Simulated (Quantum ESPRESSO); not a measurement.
Band energies of BeTe

```
BeTe
1.0
    3.95085     0.00000     0.00000
   -1.97542     3.42154     0.00000
    0.00000     0.00000     6.51767
Be Te
2 2
Cartesian
  1.97542   1.14051   3.26314
  0.00000   2.28102   0.00430
  1.97542   1.14051   5.69866
  0.00000   2.28102   2.43983
```

PBEsol (pw.x of Quantum ESPRESSO, ONCV potentials, with spin-orbit coupling); path ΓMKΓALHA,LM,KH; energies in eV from the valence-band maximum.

```csv
k (1/Å),point,band 40,band 41,band 42,band 43,band 44,band 45,band 46,band 47
0.00,Γ,0.00,2.44,2.44,3.04,3.04,3.05,3.05,3.18
0.34,,-0.59,2.46,2.48,3.51,3.56,3.72,3.74,3.98
0.69,,-1.37,1.93,1.94,3.53,3.55,4.04,4.05,4.22
0.92,M,-1.54,1.80,1.80,3.42,3.42,3.89,3.89,4.19
1.18,,-2.39,2.41,2.48,3.30,3.36,4.89,4.90,5.31
1.45,K,-3.17,1.84,1.84,5.71,5.75,5.75,5.75,5.90
1.55,,-2.93,1.92,1.94,5.37,5.43,5.50,5.58,5.69
1.87,,-1.76,2.90,2.91,3.87,3.89,4.27,4.38,4.39
2.30,,-0.31,2.87,2.89,2.98,3.00,3.32,3.36,3.58
2.51,Γ,0.00,2.44,2.44,3.04,3.04,3.05,3.05,3.18
2.63,,-0.07,2.47,2.47,3.10,3.10,3.12,3.12,3.40
2.99,A,-0.78,2.91,2.91,2.91,2.91,3.85,3.85,3.85
3.40,,-1.70,2.77,2.77,2.77,2.77,4.57,4.57,4.62
3.70,,-2.20,2.19,2.19,2.19,2.19,3.42,3.42,3.45
3.91,L,-2.24,2.09,2.09,2.09,2.09,3.07,3.07,3.07
4.12,,-2.11,2.57,2.57,2.60,2.60,3.61,3.61,3.71
4.44,H,-2.01,2.92,2.92,2.93,2.93,4.38,4.38,4.49
4.70,,-2.15,3.01,3.01,3.03,3.03,4.83,4.83,4.92
5.06,,-2.00,3.51,3.51,3.58,3.58,3.88,3.88,3.98
5.32,,-1.09,3.27,3.27,3.30,3.30,3.73,3.73,3.84
5.50,A,-0.78,2.91,2.91,2.91,2.91,3.85,3.85,3.85
5.50,L,-2.24,2.09,2.09,2.09,2.09,3.07,3.07,3.07
5.88,,-1.59,1.83,1.83,3.04,3.04,4.02,4.02,4.30
5.98,M,-1.54,1.80,1.80,3.42,3.42,3.89,3.89,4.19
5.98,K,-3.17,1.84,1.84,5.71,5.75,5.75,5.75,5.90
6.08,,-3.11,1.97,1.97,5.15,5.24,5.24,5.27,6.00
6.46,H,-2.01,2.92,2.92,2.93,2.93,4.38,4.38,4.49
```

The PBEsol gap is indirect, 1.80 eV, from Γ to M; the smallest direct gap is 2.44 eV.

Geometry relaxed with PBEsol.

This is not the ordinary phase of the substance; no match was found in the copy of COD used, and its stability was not checked.
